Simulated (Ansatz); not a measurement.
# Compressing BaNaPdH$_{3}$: a fit and a missing row

BaNaPdH$_{3}$, P6_3/mmc, a = 6.068 Å, c = 6.052 Å. The structure is a COD entry; whether it is the stable form wasn't checked. Ansatz: r2SCAN, PAW, 500 eV, Γ-centred 6×6×6 mesh on 12 atoms, Gaussian smearing 0.02 eV; no spin polarisation. Shape and atoms are relaxed at each volume; pressure is positive in compression.

| V (Å³/atom) | P (GPa) |
| --- | --- |
| 15.116 | ? |
| 15.599 | 1.22 |
| 16.081 | -0.02 |
| 16.564 | -1.07 |
| 17.046 | -1.99 |

Problem. Take V0 = 16.081 Å³/atom, count pressures from its P0 = -0.02 GPa, fit the third-order Birch–Murnaghan form to the other rows, and predict the missing pressure.

Solution. With the Eulerian strain f = ½[(V0/V)^(2/3) − 1] and y = (P − P0)/[3f(1 + 2f)^(5/2)], the form is the line y = B0 + 1.5 B0 (B0′ − 4) f. Rows (f, y): 0.01025, 38.3; -0.00977, 37.6; -0.01905, 38.0. Means f = -0.006190, y = 37.967; Σ(Δf)² = 0.0004485, ΣΔfΔy = 0.006364; the slope is their ratio. y = 38.05 + 14.19 f GPa, so B0 = 38.0 GPa and B0′ = 4 + 2 × (14.19)/(3 × 38.05) = 4.25. At V = 15.116, f = 0.02106, y = 38.35 and P = 2.67 GPa. The run gave 2.69 GPa, so the fit is 0.02 GPa too low, a small miss on the scale of the series. The form still works here, 33 % of the fitted range beyond its end.